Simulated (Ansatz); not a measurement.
Zr2AlN in space group P6_3/mmc (No. 194; Zr on 4f, Al on 2d, N on 2a) under volume change, PBEsol in the plane-wave PAW code Ansatz, shape and atoms relaxed at each volume.

| V (Å³/atom) | E − E(relaxed) (meV/atom) | P (GPa) |
|---|---|---|
| 14.627 | ___ | ___ |
| 15.110 | 30.5 | 10.70 |
| 15.592 | 7.2 | 4.93 |
| 16.074 | 0.0 | 0.00 |
| 16.556 | 6.5 | -4.21 |
| 17.038 | ___ | ___ |
| 17.521 | 52.7 | -10.79 |

Fill in the missing entries.


- 17.038, E − E(relaxed) (meV/atom): 24.7
- 17.038, P (GPa): -7.77
- 14.627, E − E(relaxed) (meV/atom): 72.6
- 14.627, P (GPa): 17.44

What does a third-order Birch–Murnaghan fit give for V₀, B₀ and B′?

V₀ = 16.07 Å³/atom, B₀ = 151 GPa, B′ = 4.3.

The first step of the workflow began from a Materials Project structure, measured or hypothetical; the Crystallography Open Database copy checked does not list it. Its standing as an ambient phase is unchecked. The cell was relaxed with PBEsol under the symmetry of its start; its stability against distortions is not shown here. The run is not spin-polarised.

Potentials: the later of the program's two PAW sets.
